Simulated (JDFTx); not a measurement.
An input for a modified build of JDFTx (TiB2(1 0 -1 0), linear PCM (GLSSA13), ethylene carbonate, 1 M KF; bohr, hartree) and the course of its log:

```
lattice \
  5.7181787644 0.0000000000 0.0000000000 \
  0.0000000000 6.1014910194 0.0000000000 \
  0.0000000000 0.0000000000 46.6762352783
coords-type Lattice
ion B 0.6722107100 0.5000000000 -0.1679467265 0
ion B 0.1722107100 0.5000000000 -0.1448845077 0
ion B 0.1722107100 0.5000000000 -0.0707296130 0
ion B 0.6722107100 0.5000000000 -0.0353648060 0
ion B 0.6722107100 0.5000000000 0.0353648060 0
ion B 0.1722107100 0.5000000000 0.0707296130 0
ion B 0.1722107100 0.5000000000 0.1448845077 0
ion B 0.6722107100 0.5000000000 0.1679467265 0
ion Ti 0.6722107100 0.0000000000 -0.1060944190 0
ion Ti 0.1722107100 0.0000000000 0.0000000000 0
ion Ti 0.6722107100 0.0000000000 0.1060944190 0
ion-species pseudo/b_pbe_v1.4.upf
ion-species pseudo/ti_pbe_v1.4.upf
elec-cutoff 20 100
elec-ex-corr gga-PBE
coulomb-interaction Slab 001
coulomb-truncation-embed 0 0 0
kpoint-folding 8 6 1
elec-smearing Fermi 0.01
elec-n-bands 46
electronic-scf nIterations 100 energyDiffThreshold 1e-08
fluid LinearPCM
pcm-variant GLSSA13
fluid-solvent EC
fluid-cation K+ 1
fluid-anion F- 1
fluid-minimize nIterations 400 knormThreshold 1e-12
wavefunction read vac.wfns
elec-initial-eigenvals vac.eigenvals
dump-name f1.$VAR
dump End State Ecomponents EigStats BandEigs Forces ElecDensity IonicPositions Fillings Kpoints Dtot FluidDebug BoundCharge FluidDensity
```

```
[one cycle in 5 is shown, and the last three; fluid-solver lines are left out]
	FillingsUpdate:  mu: -0.155211123  nElectrons: 60.000000
SCF: Cycle:  0   F: -197.965912655784479   dF: +3.742e-03   |Residual|: 3.086e-02   |deigs|: 1.990e-04
	FillingsUpdate:  mu: -0.103534671  nElectrons: 60.000000
SCF: Cycle:  5   F: -197.990201396056591   dF: -1.225e-02   |Residual|: 1.575e-02   |deigs|: 2.323e-02
	FillingsUpdate:  mu: -0.015739397  nElectrons: 60.000000
SCF: Cycle: 10   F: -198.251329792284366   dF: -3.467e-02   |Residual|: 5.941e-02   |deigs|: 2.604e-02
	FillingsUpdate:  mu: +0.018960902  nElectrons: 60.000000
SCF: Cycle: 15   F: -193.711149444332136   dF: +4.516e+00   |Residual|: 3.865e-01   |deigs|: 7.427e-02
	FillingsUpdate:  mu: -0.123061384  nElectrons: 60.000000
SCF: Cycle: 20   F: -197.976791741871068   dF: +1.778e-03   |Residual|: 1.808e-02   |deigs|: 8.624e-03
	FillingsUpdate:  mu: -0.106204407  nElectrons: 60.000000
SCF: Cycle: 25   F: -197.987136719468396   dF: -7.893e-03   |Residual|: 1.203e-02   |deigs|: 1.389e-02
	FillingsUpdate:  mu: -0.107677083  nElectrons: 60.000000
SCF: Cycle: 30   F: -197.992352028418452   dF: +1.522e-02   |Residual|: 1.344e-02   |deigs|: 1.114e-02
	FillingsUpdate:  mu: -0.141025467  nElectrons: 60.000000
SCF: Cycle: 35   F: -197.970609110309596   dF: -3.205e-03   |Residual|: 2.910e-02   |deigs|: 3.483e-03
	FillingsUpdate:  mu: -0.139019008  nElectrons: 60.000000
SCF: Cycle: 40   F: -197.972802244046221   dF: +3.172e-03   |Residual|: 2.626e-02   |deigs|: 6.356e-03
	FillingsUpdate:  mu: -0.121321961  nElectrons: 60.000000
SCF: Cycle: 45   F: -197.980368265232755   dF: +2.559e-02   |Residual|: 1.229e-02   |deigs|: 3.299e-02
	FillingsUpdate:  mu: -0.146277742  nElectrons: 60.000000
SCF: Cycle: 50   F: -197.973135601330085   dF: +3.182e-04   |Residual|: 1.772e-02   |deigs|: 6.345e-04
	FillingsUpdate:  mu: -0.072941968  nElectrons: 60.000000
SCF: Cycle: 55   F: -198.061841826916321   dF: -1.167e-02   |Residual|: 2.442e-02   |deigs|: 6.464e-03
	FillingsUpdate:  mu: -0.035589192  nElectrons: 60.000000
SCF: Cycle: 60   F: -198.158019528466497   dF: -2.736e-02   |Residual|: 4.185e-02   |deigs|: 1.446e-02
	FillingsUpdate:  mu: +0.026673411  nElectrons: 60.000000
SCF: Cycle: 65   F: -197.249476459940723   dF: +7.239e-01   |Residual|: 1.457e-01   |deigs|: 1.653e-01
	FillingsUpdate:  mu: -0.092558251  nElectrons: 60.000000
SCF: Cycle: 70   F: -198.014887296944920   dF: -2.816e-02   |Residual|: 1.781e-02   |deigs|: 2.021e-02
	FillingsUpdate:  mu: -0.109135682  nElectrons: 60.000000
SCF: Cycle: 75   F: -197.982828945069258   dF: -6.989e-02   |Residual|: 2.084e-02   |deigs|: 4.441e-02
	FillingsUpdate:  mu: -0.048268132  nElectrons: 60.000000
SCF: Cycle: 80   F: -198.165379087486087   dF: -1.908e-02   |Residual|: 3.314e-02   |deigs|: 7.818e-03
	FillingsUpdate:  mu: -0.102365492  nElectrons: 60.000000
SCF: Cycle: 85   F: -197.991730794598880   dF: -1.612e-02   |Residual|: 5.036e-02   |deigs|: 1.944e-02
	FillingsUpdate:  mu: -0.033488837  nElectrons: 60.000000
SCF: Cycle: 90   F: -198.242814051286075   dF: -4.435e-02   |Residual|: 4.290e-02   |deigs|: 3.636e-02
	FillingsUpdate:  mu: +0.022957454  nElectrons: 60.000000
SCF: Cycle: 95   F: -196.969980794340074   dF: -2.852e+01   |Residual|: 1.632e-01   |deigs|: 2.526e-01
	FillingsUpdate:  mu: -0.044955700  nElectrons: 60.000000
SCF: Cycle: 97   F: -198.178396807671618   dF: +3.755e-02   |Residual|: 2.685e-02   |deigs|: 8.859e-03
	FillingsUpdate:  mu: -0.046902882  nElectrons: 60.000000
SCF: Cycle: 98   F: -198.153857851098167   dF: +2.454e-02   |Residual|: 2.446e-02   |deigs|: 6.590e-03
	FillingsUpdate:  mu: -0.047888255  nElectrons: 60.000000
SCF: Cycle: 99   F: -198.132589750477877   dF: +2.127e-02   |Residual|: 2.164e-02   |deigs|: 4.881e-03
SCF: None of the convergence criteria satisfied after 100 iterations.
IonicMinimize: Iter:   0  F: -198.132589750477877  |grad|_K:  0.000e+00
IonicMinimize: Converged (|grad|_K<1.000000e-04).
```

This run gave no converged result. The electronic loop ended without meeting its threshold, so the last energy, levels and forces aren't results.
